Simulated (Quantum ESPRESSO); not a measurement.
# Moving one atom in Ge7

The results below are calculated, not measured. They come from pw.x of Quantum ESPRESSO 7.5, a plane-wave density functional program, with PseudoDojo standard norm-conserving files (v0.5 for PBE, v0.4.1 for LDA and PBEsol). The cells are made up: elements, strain and atom displacements were drawn at random, and nothing was relaxed. There is no spin polarisation, spin-orbit coupling or dispersion term.

The cell has 8 sites of a zincblende or diamond lattice. Sites 1 to 4 hold empty Ge Ge Ge; sites 5 to 8 hold Ge Ge Ge Ge. Cell vectors in Å: (5.813, 0.000, 0.000); (0.000, 5.813, 0.000); (0.000, 0.000, 5.813). Settings: PBE, cutoff 1061 eV, 6 x 6 x 6 k mesh shifted by half a step, Fermi-Dirac smearing of 0.1 eV.

Each run shifts the Ge atom on site 8 along y and leaves all else fixed. Site 3 is one of its nearest neighbours. E is the free energy of the cell above the lowest run shown.

```
run,shift (Å),Fy on site 8 (eV/Å),Fy on site 3 (eV/Å),P (GPa),E (meV)
1,-0.1026,0.864,-0.640,-0.65,76.7
2,-0.0899,0.804,-0.622,-0.68,66.1
3,-0.0604,0.663,-0.580,-0.76,44.5
4,-0.0431,0.579,-0.555,-0.80,33.8
6,0.0732,0.004,-0.377,-1.02,0.0
7,0.1154,-0.205,-0.310,-1.07,4.3
5,0.0101,?,?,?,?
```

A rerun of one of these cells at 1347 eV and k mesh 8 x 8 x 8 moved values by no more than 0.004 eV in the cell's energy, 0.02 GPa in stress and 0.004 eV/Å in force.

## Worked fit

A parabola through the six runs shown gives Fy on site 8 = 0.368 - 4.90 u - 0.6 u² eV/Å, with u in Å and a scatter of 0.002 eV/Å. Minus the slope, 4.90 ± 0.04 eV/Å², is this atom's force constant along y at u = 0, with its periodic images moving too. The fitted force vanishes at u = 0.074 Å, where the energy should be lowest along this line. The error is the larger of the fit's own and the change that a cubic makes, rounded up.

## Withheld run

Question: what Fy on site 8 should run 5 give?

The fit gives 0.318 eV/Å. The calculation gave 0.317 eV/Å.

```
run,shift (Å),Fy on site 8 (eV/Å),Fy on site 3 (eV/Å),P (GPa),E (meV)
5,0.0101,0.317,-0.475,-0.91,10.0
```